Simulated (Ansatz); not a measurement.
ZrMo (CsCl type, space group No. 221) under volume change, DFT-PBE in the program Ansatz with PAW potentials, scaled uniformly.

```json
[
 {"V (Å³/atom)": "16.968", "E − E(relaxed) (meV/atom)": "___", "P (GPa)": "___"},
 {"V (Å³/atom)": "17.527", "E − E(relaxed) (meV/atom)": "34.7", "P (GPa)": "10.43"},
 {"V (Å³/atom)": "18.087", "E − E(relaxed) (meV/atom)": "8.2", "P (GPa)": "4.84"},
 {"V (Å³/atom)": "18.646", "E − E(relaxed) (meV/atom)": "0.0", "P (GPa)": "0.00"},
 {"V (Å³/atom)": "19.206", "E − E(relaxed) (meV/atom)": "7.5", "P (GPa)": "-4.18"},
 {"V (Å³/atom)": "19.765", "E − E(relaxed) (meV/atom)": "28.5", "P (GPa)": "-7.80"},
 {"V (Å³/atom)": "20.324", "E − E(relaxed) (meV/atom)": "___", "P (GPa)": "___"}
]
```

Question: Some entries are withheld; supply them.

Answer: 
- 16.968, E − E(relaxed) (meV/atom): 82.1
- 16.968, P (GPa): 16.88
- 20.324, E − E(relaxed) (meV/atom): 61.4
- 20.324, P (GPa): -10.93

Question: What does a third-order Birch–Murnaghan fit give for V₀, B₀ and B′?

Answer: V₀ = 18.65 Å³/atom, B₀ = 150 GPa, B′ = 3.8.

Space group Pm-3m (CsCl type). The start of the workflow was typed in or built on a structure type; neither database checked (COD, Materials Project) lists it. Its standing as an ambient phase is unchecked. The PBE relaxation kept the symmetry of its start; whether a distortion lowers the energy is not shown. The run is not spin-polarised.

Potentials: the later of the program's two PAW sets.
